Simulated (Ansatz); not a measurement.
RbPbF₃:
```
RbPbF3
1.0
    4.78610     0.00000     0.00000
    0.00000     4.78610     0.00000
    0.00000     0.00000     4.78610
Rb Pb F
1 1 3
Cartesian
  0.00000   0.00000   0.00000
  2.39305   2.39305   2.39305
  0.00000   2.39305   2.39305
  2.39305   0.00000   2.39305
  2.39305   2.39305   0.00000
```

Tensor components refer to the Cartesian frame of this cell.

Q: Give the high-frequency dielectric tensor and the Born effective charge tensors of the independent atoms from DFPT, DFT-PBEsol in the program Ansatz with PAW potentials.

A: 
ε∞:
```
2.92  0.00  0.00
0.00  2.92  0.00
0.00  0.00  2.92
```
Z* of atom 1 (Rb), rows: field, columns: displacement, in e:
```
1.25  0.00  0.00
0.00  1.25  0.00
0.00  0.00  1.25
```
Z* of atom 2 (Pb), rows: field, columns: displacement, in e:
```
3.23  0.00  0.00
0.00  3.23  0.00
0.00  0.00  3.23
```
Z* of atom 3 (F), rows: field, columns: displacement, in e:
```
-3.22   0.00   0.00
 0.00  -0.63   0.00
 0.00   0.00  -0.63
```

Static charges for comparison (Bader): Rb1 +0.91, Pb2 +1.51, F3 -0.81 e. Born charges measure polarisation by displacement and can exceed these by far.

Space group Pm-3m (cubic perovskite). The first step of the workflow began from a Materials Project structure, measured or hypothetical; the Crystallography Open Database copy checked does not list it. Whether it is the stable phase at ambient conditions was not checked. Symmetry was held in the PBEsol relaxation; whether a distortion lowers the energy is not shown. Scalar-relativistic: spin–orbit coupling is off unless named, which matters more the heavier the elements.

Potentials: the later of the program's two PAW sets.
